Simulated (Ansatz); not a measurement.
MgTe:
```
CELL_PARAMETERS angstrom
      4.50899     0.00000     0.00000
     -2.25450     3.90490     0.00000
      0.00000     0.00000     7.33768
ATOMIC_POSITIONS crystal
  Mg 0.66667 0.33333 0.00082
  Mg 0.33333 0.66667 0.50082
  Te 0.66667 0.33333 0.62438
  Te 0.33333 0.66667 0.12438
```

Relaxed with LDA. Special points in fractions of this cell's reciprocal vectors: Γ (0.000, 0.000, 0.000); M (0.500, 0.000, 0.000); K (0.333, 0.333, 0.000); A (0.000, 0.000, 0.500); L (0.500, 0.000, 0.500); H (0.333, 0.333, 0.500).

Question: List the band energies nearest the valence-band maximum at these points for the program Ansatz at the LDA level (PAW).

Answer: In eV from the valence-band maximum; about four levels below and three above (degenerate sets whole), none deeper than 8.9 eV; points with the same levels are listed once.

```json
[
 {"k": "Γ", "below": "-0.52 -0.52 -0.01 -0.01 0.00", "above": "2.43 2.93 5.27 5.27"},
 {"k": "M", "below": "-2.08 -1.30 -1.08 -0.47", "above": "3.04 3.82 4.19"},
 {"k": "K", "below": "-2.52 -1.50 -1.50 -1.46", "above": "3.36 5.83 5.83"},
 {"k": "A", "below": "-0.28 -0.28 -0.28 -0.28", "above": "3.44 3.44 5.53 5.53 5.53 5.53"},
 {"k": "L", "below": "-0.95 -0.95 -0.93 -0.93", "above": "3.12 3.12 4.20 4.20"},
 {"k": "H", "below": "-2.07 -2.07 -0.65 -0.65", "above": "3.84 3.84 5.03 5.03"}
]
```

Space group P6_3mc (wurtzite). Symmetry was held in the LDA relaxation; of distortions, only those at the zone centre were tested. Spin–orbit coupling is left out wherever it is not named.

Potentials: the later of the program's two PAW sets.
